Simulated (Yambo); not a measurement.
```xyz
8
Lattice="3.8096 2.1995 2.5598 -3.8096 2.1995 2.5598 0.0000 -4.3989 2.5598" Properties=species:S:1:pos:R:3 pbc="T T T"
F     -0.3495     1.3904     4.8717
F      0.3495    -1.3904     2.8076
F     -1.0294    -0.9979     4.8717
F      1.0294     0.9979     2.8076
F      1.3789    -0.3926     4.8717
F     -1.3789     0.3926     2.8076
As     0.0000     0.0000     3.8397
Tl     0.0000     0.0000     0.0000
```

Response from Yambo on norm-conserving PBEsol (Quantum ESPRESSO, 84 Ry, no spin-orbit coupling) bands: 4×4×4 mesh, 104 bands, 3 Ry local-field block, 0.2 eV broadening.

**Question.** Give the static electronic dielectric constant without and with local fields along each axis.

**Answer.** 
```json
[
 {"field along": "x", "ε(0), independent particles": "2.72", "ε(0), RPA with local fields": "2.27", "refractive index √ε": "1.51"},
 {"field along": "z", "ε(0), independent particles": "2.75", "ε(0), RPA with local fields": "2.35", "refractive index √ε": "1.53"}
]
```
Electronic (clamped-ion) response only. Spin-orbit coupling, left out here, changes gap and response of such heavy elements. Convergence of the RPA response with its 4×4×4 mesh was not tested. x, y and z are Cartesian axes of the cell as given.

Geometry relaxed with PBE+D3(BJ).

The structure is a Materials Project entry; no match was found in the copy of COD used, and its stability was not checked.
